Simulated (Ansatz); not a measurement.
**CuPt (R-3m), elastic constants by finite strains: input and output**

Level of theory: r²SCAN, PAW on Ansatz 0.2.0's default frozen-core files (fitted under PBE), scalar-relativistic.

The cell comes from a PAW relaxation under the same functional.

The structure is one entry of a database and needn't be the stable phase.

Launched as:

```sh
ansatz run input.yaml --threads 1 --pin off --max-ram 2560MiB --backend cpu --events-out ev --progress --plain --runs-dir out
```

input.yaml:

```yaml
crystal:
  lattice:
    - [1.3584256676, 0.78428742487, 4.25980556684]
    - [-1.3584256676, 0.78428742487, 4.25980556684]
    - [0.0, -1.56857484973, 4.25980556684]
  atoms:
    - { symbol: Cu, position: [0.0, 0.0, 0.0] }
    - { symbol: Pt, position: [0.5, 0.5, 0.5] }
kpoints:
  mp_grid: { grid: [20, 20, 20] }
scf:
  occupations: { method: fermi_dirac, width: 0.08 }
hamiltonian:
  xc: r2scan
  pseudopotentials: { kind: paw }
elastic:
  mode: relaxed_ion
  stencil: two_point
  amplitude: 0.005
```

The program printed:

```
Warning: RAYON_NUM_THREADS=1 ignored (pool sized by the plan → 1); use --threads N
Engine: ansatz 0.2.0, x86_64-unknown-linux-gnu
Pseudopotentials: kind: paw
Pseudopotential: Cu, paw, valence charge 19, recommended cutoff 500 eV (meta_gga), Cu.paw.azcp
Pseudopotential: Pt, paw, valence charge 18, recommended cutoff 500 eV (meta_gga), Pt.paw.azcp
Functional definition: r2SCAN
  parameter k0 = 0.174
  parameter k1 = 0.065
  parameter a1 = 4.9479
  exchange = r2scan_x(k0 = k0, k1 = k1, a1 = a1)
  correlation = r2scan_c
Crystal: 2 atoms, lattice volume = 27.230 Å³
Basis set: ecut = 500 eV, 675 PW (Γ), exchange–correlation on 144×144×144 points (64 copies of the dense FFT grid, shifted against one another)
Bands: 23, of which v1, the nominal top of the filled ones, is band 19 counted from 1 (18 counted from 0)
Symmetry: 12 space group operations
Space group: R-3m (ITA 166), of the structure as read, at distance tolerance 3.0e-5 Å
k-points: 781 of 8000
Non-local potential: Cu, projectors of the file, l = 0: 3, l = 1: 2, l = 2: 3, l = 3: 1
Non-local potential: Pt, projectors of the file, l = 0: 3, l = 1: 2, l = 2: 2, l = 3: 1
[... 162 lines left out ...]
  reference stress σ⁰ (GPa):      0.005      0.005      0.000     -0.000      0.000     -0.000
  C* (energy form; C + prestress term) asymmetry max|C*_kj − C*_jk| = 3.691e-2 GPa — a small one proves nothing (zero by symmetry where the batch's group is 432, −43m or m−3m); a large one is finite-difference/SCF noise where ...
  moduli (Voigt/Reuss/Hill, GPa): K = 217.54/217.09/217.31   G = 85.86/73.40/79.63   E = 212.88   ν = 0.337
  mechanically stable: yes (min eigenvalue of sym C = 49.08 GPa)
  strain η (Voigt 11):  stress-route row diagonal C_11 = 364.41 GPa, energy-path curvature d²(F+E_count+ΔE)/dδ²/Ω₀ = 364.32 GPa
         δ    σ_11 (GPa)             F (eV)   n_scf  n_hpsi   n_pw
    -5.000e-3      -1.8719      -19168.4039467      12  1119392    705   relax 0 steps, max|allowed force component| 0.00e0 eV/Å
     5.000e-3       1.7722      -19168.4039699      11  1027189    712   relax 0 steps, max|allowed force component| 0.00e0 eV/Å
  strain η (Voigt 33):  stress-route row diagonal C_33 = 333.34 GPa, energy-path curvature d²(F+E_count+ΔE)/dδ²/Ω₀ = 333.32 GPa
         δ    σ_33 (GPa)             F (eV)   n_scf  n_hpsi   n_pw
    -5.000e-3      -1.7007      -19168.4040132      12  413562    706   relax 0 steps, max|allowed force component| 1.35e-28 eV/Å
     5.000e-3       1.6327      -19168.4040336      10  372011    710   relax 0 steps, max|allowed force component| 2.04e-28 eV/Å
  strain η (Voigt 23):  stress-route row diagonal C_44 = 59.04 GPa, energy-path curvature d²(F+E_count+ΔE)/dδ²/Ω₀ = 59.06 GPa
         δ    σ_23 (GPa)             F (eV)   n_scf  n_hpsi   n_pw
    -5.000e-3      -0.2994      -19168.4046050      11  1133464    708   relax 0 steps, max|allowed force component| 1.01e-28 eV/Å
     5.000e-3       0.2910      -19168.4046066      10  1094288    708   relax 0 steps, max|allowed force component| 4.45e-28 eV/Å
```

The run converged.

Elastic moduli:

Elastic constants of a crystal by Kohn-Sham DFT: slopes of the stress over finite engineering strains of the given cell, Voigt indices, Cartesian axes as in the input; Hill averages of a grain aggregate, Debye temperature from the mean sound speed over directions.

```json
{
 "Bulk modulus": "217.3 GPa",
 "Shear modulus": "79.63 GPa",
 "Young modulus": "212.9 GPa",
 "Poisson ratio": "0.3367",
 "Bulk over shear modulus": "2.729",
 "Elastic anisotropy index": "0.8511",
 "Least young modulus": "139.1 GPa",
 "Largest young modulus": "292 GPa",
 "Longitudinal sound speed": "4529 m/s",
 "Transverse sound speed": "2247 m/s",
 "Elastic debye temperature": "310.8 K",
 "Linear compressibility (x, y, z)": "1.446, 1.446, 1.715 1/TPa"
}
```

**Elastic constants**

```
Pressure at rest         : -0.004 GPa
Least elastic eigenvalue : 49.08 GPa
Elastically stable       : yes
```

| index | elastic (GPa) |
| --- | --- |
| 11 | 364.4 |
| 12 | 151.5 |
| 13 | 148.2 |
| 14 | -23.91 |
| 33 | 333.3 |
| 44 | 59.04 |

### Strained cells

Stress of each strained cell less that at rest, tension positive.

```csv
strain component,strain,stress xx (GPa),stress yy (GPa),stress zz (GPa),stress yz (GPa),stress xz (GPa),stress xy (GPa),relaxation steps
xx,-0.005,-1.877,-0.7663,-0.7485,0.1208,0,0,0
xx,0.005,1.767,0.7488,0.733,-0.1183,0,0,0
zz,-0.005,-0.7562,-0.7562,-1.701,0,0,0,0
zz,0.005,0.7255,0.7255,1.633,0,0,0,0
yz,-0.005,0.1188,-0.1213,-0.0089,-0.2994,0,0,0
yz,0.005,-0.1202,0.1178,-0.0088,0.291,0,0,0
```

Keep in mind: frozen-core PAW files fitted under PBE, their cores solved anew for the functional of the run; responses of metals move with mesh and smearing; no spin-orbit coupling on heavy atoms; the softest shear constant rests on one k mesh, and a soft shear can herald a distortion on cooling; elastic stability says nothing of phonons or of other phases.

Time and hardware: 12 min on 1 thread of Intel(R) Xeon(R) Platinum 8488C (Sapphire Rapids), on a shared host, peak memory 1.9 GiB.
